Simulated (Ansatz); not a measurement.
Given:

ZnO:
```xyz
4
Lattice="3.2794 0.0000 0.0000 -1.6397 2.8400 0.0000 0.0000 0.0000 5.2937" Properties=species:S:1:pos:R:3 pbc="T T T"
Zn     1.6397     0.9467     0.0113
Zn     0.0000     1.8933     2.6581
O      1.6397     0.9467     3.2983
O      0.0000     1.8933     0.6515
```

This is the PBE-relaxed structure. Tensor components refer to the Cartesian frame of this cell.

Q: All from DFT-PBE in the program Ansatz with PAW potentials, unless another level is named. Give the Poisson's ratio.

A: 0.35.

Q: And the elastic constants (relaxed ions, GPa)?

A: C11 = 188, C12 = 107, C13 = 92.4, C33 = 200, C44 = 37.1.

Q: Give the zero-point energy.

A: 55.2 meV/atom.

Space group P6_3mc (wurtzite). Symmetry was held in the PBE relaxation; phonons on a q-mesh show no instability.

Potentials: the later of the program's two PAW sets.
